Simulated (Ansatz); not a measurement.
# Structures of SrOs: which is lowest?

Plane-wave DFT in Ansatz with scalar-relativistic PAW potentials, cutoff 420 eV, Γ-centred meshes chosen by cell and gap, Gaussian smearing with energies taken to zero width. Every cell was relaxed (cell and atoms) in a run of its own, within the symmetry of its start. Functional: PBE.

Relaxed structures (starts from databases or built by putting these elements on another compound's sites):
A. P2_13, 8 atoms in the computed cell, a = 5.744 Å; sites (symmetry × multiplicity) Sr .3. × 4, Os .3. × 4; start: built
B. P4/mmm, 2 atoms in the computed cell, a = 2.996 Å, c = 4.813 Å; sites (symmetry × multiplicity) Sr 4/mmm × 1, Os 4/mmm × 1; start: built

**Question.** Rank them by energy. Could pressure change the order?

**Answer.**
| structure | group | E − E(lowest) (meV/atom) | V (Å³/atom) | gap on mesh (eV) |
| --- | --- | --- | --- | --- |
| B | P4/mmm | 0.0 | 21.60 | 0.00 |
| A | P2_13 | 342 | 23.69 | 0.00 |

B is lowest, 342 meV/atom under A. The lowest is also the densest of these, so pressure wouldn't bring one of the others in at first order. Other structures may lie lower than all of these, and vibrations aren't counted.

Spin-orbit coupling is left out, which matters for the bands of heavy elements.